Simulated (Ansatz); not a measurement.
One crystal and one scan (energy against volume) at two levels, PBE-D3(BJ) (plane waves to 420 eV, PAW, scalar-relativistic; Ansatz, an electronic-structure program) and r2SCAN+rVV10 (plane waves to 500 eV, PAW, scalar-relativistic; Ansatz), each from its own relaxed cell and on its own mesh. The cell shown is that of PBE-D3(BJ).

MoS$_{2}$ (2H-MoS2 type, space group P6_3/mmc)

```
CELL_PARAMETERS angstrom
      3.14944     0.00000     0.00000
     -1.57472     2.72750     0.00000
      0.00000     0.00000    12.09150
ATOMIC_POSITIONS crystal
  Mo 0.33333 0.66667 0.25000
  Mo 0.66667 0.33333 0.75000
  S  0.33333 0.66667 0.62050
  S  0.66667 0.33333 0.12050
  S  0.66667 0.33333 0.37950
  S  0.33333 0.66667 0.87950
```

Equation-of-state scan: isotropic scaling of the cell above, V₀ being its volume. The atoms relax within the cell's symmetry.

Energies are smeared free energies. MoS2 is run without spin polarisation. MoS2 was relaxed with its symmetry unable to fall. The PAW data are Ansatz's earlier set. With the shape held, the modulus is that of even scaling; a crystal free to change shape is softer. Percentages come from the unrounded values. Both scans cover V/V₀ from 0.940 to 1.060.

Results of PBE-D3(BJ):

```
Quantity                                           Result
-------------------------------------------------  ------
Lattice constant a (Å)                              3.149
Lattice constant c (Å)                              12.09
Relaxed volume (Å³/atom)                            17.31
Energy cost of the largest compression (meV/atom)    16.2
Energy cost of the largest expansion (meV/atom)      13.3
Pressure derivative B₀′ (fit)                         4.2
```

Question: What does r2SCAN+rVV10 give for the same quantities?

Answer: 
| quantity | r2SCAN+rVV10 | PBE-D3(BJ) − r2SCAN+rVV10 |
|---|---|---|
| Lattice constant a (Å) | 3.173 | -0.024 (-0.7 %) |
| Lattice constant c (Å) | 12.44 | -0.35 (-2.8 %) |
| Relaxed volume (Å³/atom) | 18.08 | -0.77 (-4.2 %) |
| Energy cost of the largest compression (meV/atom) | 16.9 | -0.7 (-4 %) |
| Energy cost of the largest expansion (meV/atom) | 13.8 | -0.5 (-4 %) |
| Pressure derivative B₀′ (fit) | 4.0 | +0.2 (+4 %) |

PBE-D3(BJ) gives the lower value for: lattice constant a; lattice constant c; relaxed volume; energy cost of the largest compression; energy cost of the largest expansion. Neither level is exact: the differences show how much the result hangs on the functional.

(A scan under strain: stresses follow from slopes of the energy per volume, elastic moduli from its curvatures.)
